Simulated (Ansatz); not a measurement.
AlClO in space group Pmmn (No. 59; Al on 2b, Cl on 2a, O on 2a), plane-wave PAW LDA (Ansatz code). The conduction-band minimum lies at Γ, with 1 equivalent valley. Second derivatives d²E/dk² of the lowest band at one valley (eV·Å²), along Cartesian directions:…

```tsv
direction	d²E/dk²
[100]	23.57
[010]	17.54
[001]	19.96
[110]	20.56
[101]	21.77
[011]	18.75
```

### Question
Find the principal effective masses, the density-of-states mass and the conductivity mass.

### Answer
Off-diagonal terms follow from H_xy = H[110] − (H_xx + H_yy)/2, and m*/mₑ = 7.620 eV·Å² over each eigenvalue: 0.32, 0.38, 0.43. One valley's DOS mass (m₁m₂m₃)^(1/3) = 0.38, conductivity mass 3/(Σ 1/mᵢ) = 0.37 mₑ.

### Question
What effective density of states Nc follows at 300 K for parabolic valleys?

### Answer
Nc = 2.509e19 × 1 × (0.38)^(3/2) ≈ 5.9e18 cm⁻³.

The first step of the workflow began from a Materials Project structure, measured or hypothetical; the Crystallography Open Database files this formula in space group No. 59, but the cells were not matched. Whether it is the stable phase at ambient conditions was not checked. The cell was relaxed with LDA under the symmetry of its start; its stability against distortions is not shown here. A crystal of weakly bound layers computed without a dispersion correction: the cell and the soft elastic constants depend strongly on that.

Potentials: the later of the program's two PAW sets.

Edges and masses are those of Kohn–Sham bands, whose gap is no quasiparticle gap.
